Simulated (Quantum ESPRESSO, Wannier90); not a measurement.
**Wannierisation of BeO (wurtzite)**

```xyz
4
Lattice="2.6943 0.0000 0.0000 -1.3471 2.3333 0.0000 0.0000 0.0000 4.3760" Properties=species:S:1:pos:R:3 pbc="T T T"
Be     1.3471    -0.7778     0.0007
Be    -1.3471     0.7778    -2.1873
O      1.3471    -0.7778     1.6512
O     -1.3471     0.7778    -0.5368
```

Materials Project entry mp-2542; symmetrised, unrelaxed at this level. COD (Crystallography Open Database) has the formula in 3 space groups, this one among them (matched by group alone). Computed values, not measurements, from PBEsol: Quantum ESPRESSO (norm-conserving PseudoDojo potentials, cutoff 71 Ry, no spin polarisation, no spin-orbit coupling) on a Γ-centred 12×12×6 mesh, then Wannier90. Density: 18×18×8 mesh, cold smearing 0.01 Ry.

A tight-binding model is made by disentanglement and projection with no localisation steps (num_iter = 0), so the 16 orbitals stay atom-like: hydrogen-like Be: s;p; O: s;p, axes along x, y, z; frozen window up to 9.06 eV relative to the valence-band maximum. It follows pw.x to 1.2 meV rms for states up to 8.6 eV relative to the valence-band maximum. Matrix elements depend on this choice of orbitals and windows.

Question: What are the on-site energies relative to the valence-band maximum, and how fast do the hoppings decay?

Answer: 
```tsv
atom	orbitals	energy (eV)
Be1	s	13.56
Be1	pz	12.78
Be1	px py	12.38
Be2	s	13.56
Be2	pz	12.78
Be2	px py	12.38
O3	s	-12.93
O3	pz	-0.39
O3	px py	-0.37
O4	s	-12.93
O4	pz	-0.39
O4	px py	-0.37
```

| distance of the centres (Å) | largest modulus (eV) |
|---|---|
| 1–2 | 4.5 |
| 2–3 | 1.3 |
| 3–4 | 0.16 |
| 4–5 | 0.27 |
| 5–6 | 0.033 |
| 6–7 | 0.039 |
| 7–8 | 0.016 |
| 8–9 | 0.0061 |
| 9–10 | 0.0048 |
| 10–11 | 0.0039 |
| 11–12 | 0.0053 |
| 12–13 | 0.0028 |
